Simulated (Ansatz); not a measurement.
**Map of one atom of the cell for NaCl (rock salt)**

Starting cell, NaCl (rock salt):

```yaml
crystal:
  lattice:
    - [0.00000, 2.84776, 2.84776]
    - [2.84776, 0.00000, 2.84776]
    - [2.84776, 2.84776, 0.00000]
  atoms:
    - { symbol: Cl, position: [0.00000, 0.00000, 0.00000] }
    - { symbol: Na, position: [0.50000, 0.50000, 0.50000] }
```

In this cell atom 2 (Na, nearest neighbour Cl at 2.848 Å; its periodic images, 4.0 Å or more away, move with it) is moved by u·(0.707, 0.707, 0.000) + v·(0.000, 0.000, 1.000); the rest is frozen.

Level of theory: PBE (plane waves to 420 eV, PAW, scalar-relativistic; Ansatz, an electronic-structure program). k mesh 8×8×8 (Γ-centred), Fermi-Dirac smearing 0.05 eV. The energy includes the smearing's −TS. Compression counts positive. NaCl was relaxed with its symmetry unable to fall. ΔE is measured from the undisplaced structure. Axes are in Å.

ΔE (eV/cell), with u across and v down:

```
v \ u   -0.710  -0.473  -0.237  0.000  0.237  0.473  0.710
------  ------  ------  ------  -----  -----  -----  -----
-0.710   0.624   0.652   0.705  0.730  0.705  0.652  0.624
-0.473   0.404   0.275   0.221  0.208  0.221  0.275  0.404
-0.237   0.368   0.167   0.067  0.037  0.067  0.167  0.368
0.000    0.371   0.148   0.034  0.000  0.034  0.148  0.371
0.237    0.368   0.167   0.067  0.037  0.067  0.167  0.368
0.473    0.404   0.275   0.221  0.208  0.221  0.275  0.404
0.710    0.624   0.652   0.705  0.730  0.705  0.652  0.624
```

P (GPa), with u across and v down:

```tsv
v \ u	-0.710	-0.473	-0.237	0.000	0.237	0.473	0.710
-0.710	8.4	7.9	7.8	7.8	7.8	7.9	8.4
-0.473	6.0	4.1	3.1	2.7	3.1	4.1	6.0
-0.237	5.2	2.6	1.1	0.6	1.1	2.6	5.2
0.000	5.1	2.2	0.6	0.0	0.6	2.2	5.1
0.237	5.2	2.6	1.1	0.6	1.1	2.6	5.2
0.473	6.0	4.1	3.1	2.7	3.1	4.1	6.0
0.710	8.4	7.9	7.8	7.8	7.8	7.9	8.4
```

Derived quantities:

```
Property                                                                                                             Value
------------------------------------------------------  ------------------------------------------------------------------
Lowest place on the grid                                                             u = 0.000 Å, v = 0.000 Å (0 meV/cell)
Highest place on the grid, met at several equal points  u = 0.000 Å, v = -0.710 Å; u = 0.000 Å, v = 0.710 Å (730 meV/cell)
```

(A displaced cell: forces are minus the slopes of the energy, force constants its curvatures, and phonons follow from these.)
